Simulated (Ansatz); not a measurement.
Relaxed Sn (beta-Sn type, space group I4_1/amd):

```xyz
2
Lattice="-2.9166 2.9166 1.5790 2.9166 -2.9166 1.5790 2.9166 2.9166 -1.5790" Properties=species:S:1:pos:R:3 pbc="T T T"
Sn     0.0000     2.9166     0.7895
Sn     0.0000     0.0000     0.0000
```

In this cell atom 2 (Sn, nearest neighbour Sn at 3.022 Å; its periodic images, 3.2 Å or more away, move with it) is moved by s towards the nearest neighbour, unit vector (-0.965, 0.000, -0.261); all other atoms and the cell stay fixed.

Computed with PBEsol (plane waves to 420 eV, PAW, scalar-relativistic; Ansatz, a program for electronic structure). k mesh 13×13×13 (Γ-centred), Fermi-Dirac smearing 0.05 eV. E stands for the smeared free energy. With partly filled bands, energies and forces of such displacements shift with the k mesh and the smearing. Sn was relaxed with its symmetry unable to fall. The PAW data are Ansatz's earlier set. ΔE is measured from the undisplaced structure. The last digit holds for this mesh only.

| s (Å) | ΔE (meV/cell) |
|---|---|
| -0.910 | withheld |
| -0.728 | 1191.9 |
| -0.546 | 587.1 |
| -0.364 | 236.2 |
| -0.182 | 57.7 |
| 0.000 | 0.0 |
| 0.182 | 66.7 |
| 0.364 | 314.0 |
| 0.546 | 881.0 |
| 0.728 | 2008.8 |
| 0.910 | 4112.6 |

**Question.** Fit a polynomial form (powers 2, 3, 4) to the given rows and predict ΔE at s = -0.910.

**Answer.** Least squares on the 10 given rows: ΔE = (1520)·s² + (1077)·s³ + (2948)·s⁴, in meV/cell with s in Å; root-mean-square residual 25.55 meV/cell. At -0.910 the fit gives 2468.7 meV/cell; the calculation gives 2187.2 meV/cell, so the extrapolation is off by 281.5 (+12.9 %). The quadratic term alone would give 1258.7 meV/cell.

(A displaced cell: forces are minus the slopes of the energy, force constants its curvatures, and phonons follow from these.)
